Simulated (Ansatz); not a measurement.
SnSe:
```xyz
6
Lattice="4.2412 0.0000 0.0000 -2.1206 3.6730 0.0000 0.0000 0.0000 10.3680" Properties=species:S:1:pos:R:3 pbc="T T T"
Sn     1.4145     0.0000     3.4560
Sn    -0.7072     1.2250     6.9120
Sn     1.4134     2.4480     0.0000
Se     1.4137     0.0000     8.6400
Se    -0.7069     1.2243     1.7280
Se     1.4137     2.4487     5.1840
```

Relaxed with r²SCAN+D4.

Question: Map the electron localisation function on the plane through (0.334, 0.000, 0.333) spanned by u = [1, 1, 0] and v = [-1, 1, 1] in lattice vectors, from DFT-r²SCAN+D4 in the program Ansatz with PAW potentials.

Answer: x is the fraction of u, y of v (the angle between them is 90°; rows are the nearest grid lines); atoms in the plane: Sn at (0.00, 0.00), Sn at (0.00, 0.33), Sn at (1.00, 0.67), Se at (0.50, 0.50), Se at (0.50, 0.83), Se at (0.50, 0.17).
```
y \ x   0.000  0.0952  0.190  0.286  0.381  0.476  0.524  0.619  0.714  0.810  0.905   1.00
------  -----  ------  -----  -----  -----  -----  -----  -----  -----  -----  -----  -----
1.00    0.001   0.015  0.290  0.317  0.142  0.054  0.054  0.142  0.317  0.290  0.015  0.001
0.925   0.334   0.329  0.318  0.428  0.647  0.725  0.725  0.647  0.428  0.318  0.329  0.334
0.850   0.063   0.172  0.612  0.783  0.595  0.135  0.136  0.596  0.783  0.611  0.172  0.063
0.775   0.275   0.259  0.398  0.713  0.792  0.760  0.760  0.792  0.713  0.398  0.259  0.275
0.700   0.019   0.110  0.326  0.300  0.195  0.193  0.193  0.196  0.300  0.326  0.108  0.019
0.625   0.068   0.181  0.330  0.299  0.250  0.305  0.305  0.250  0.299  0.330  0.180  0.068
0.550   0.217   0.222  0.443  0.748  0.787  0.698  0.698  0.787  0.748  0.442  0.222  0.217
0.450   0.218   0.223  0.443  0.748  0.787  0.698  0.699  0.787  0.748  0.442  0.223  0.218
0.375   0.068   0.180  0.330  0.299  0.250  0.304  0.304  0.250  0.299  0.330  0.180  0.068
0.300   0.020   0.109  0.326  0.300  0.196  0.193  0.193  0.196  0.300  0.326  0.110  0.020
0.225   0.274   0.258  0.399  0.713  0.792  0.760  0.760  0.792  0.713  0.398  0.258  0.274
0.150   0.063   0.172  0.612  0.783  0.596  0.136  0.136  0.597  0.783  0.611  0.172  0.063
0.0750  0.334   0.329  0.318  0.428  0.647  0.725  0.725  0.647  0.427  0.318  0.329  0.334
0.000   0.001   0.015  0.290  0.317  0.142  0.054  0.054  0.142  0.317  0.290  0.015  0.001
```

The density is the valence pseudo-density with augmentation charge, so density and ELF within about 1 Å of a nucleus are not all-electron values.

Space group Fm-3m (rock salt). The start of the workflow was typed in or built on a structure type; the Crystallography Open Database files this formula in space group No. 225, but the cells were not matched. It is not the phase usual at ambient conditions (space group No. 62). The cell was relaxed with r²SCAN+D4 under the symmetry of its start; whether a distortion lowers the energy is not shown. Spin–orbit coupling is left out wherever it is not named.

Potentials: the earlier of the program's two PAW sets.
